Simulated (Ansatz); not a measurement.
MoP:
```cif
data_MoP
_chemical_formula_sum 'Mo1 P1'
_space_group_name_H-M_alt 'Pm-3m'
_space_group_IT_number 221
_space_group_name_Hall '-P 4 2 3'
_cell_length_a 2.97419
_cell_length_b 2.97419
_cell_length_c 2.97419
_cell_angle_alpha 90.000
_cell_angle_beta 90.000
_cell_angle_gamma 90.000
loop_
_atom_site_label
_atom_site_type_symbol
_atom_site_symmetry_multiplicity
_atom_site_Wyckoff_symbol
_atom_site_fract_x
_atom_site_fract_y
_atom_site_fract_z
_atom_site_occupancy
Mo1 Mo 1 a 0.00000 0.00000 0.00000 1
P1 P 1 b 0.50000 0.50000 0.50000 1
```

Relaxed with PBEsol.

Question: Decompose the optical modes at the zone centre into irreducible representations, and say which are infrared and Raman allowed.

Answer: Point group m-3m: Γ_opt = T1u. Infrared: T1u. Raman: none.

Question: Assign frequencies (DFPT, DFT-PBEsol in the program Ansatz with PAW potentials).

Answer: T1u 214 cm⁻¹.

The cell is a constructed one: a structure type filled with these elements; neither database checked (COD, Materials Project) lists it. COD files the formula under space group No. 187, so this cell is another polymorph or a model. Whether it is the stable phase at ambient conditions was not checked. The PBEsol relaxation kept the symmetry of its start; of distortions, only those at the zone centre were tested. No spin polarisation was allowed. As this level gives no gap, phonon frequencies hold no LO–TO term and depend on the k-mesh and smearing (Fermi–Dirac, 0.1 eV here).

Potentials: the later of the program's two PAW sets.
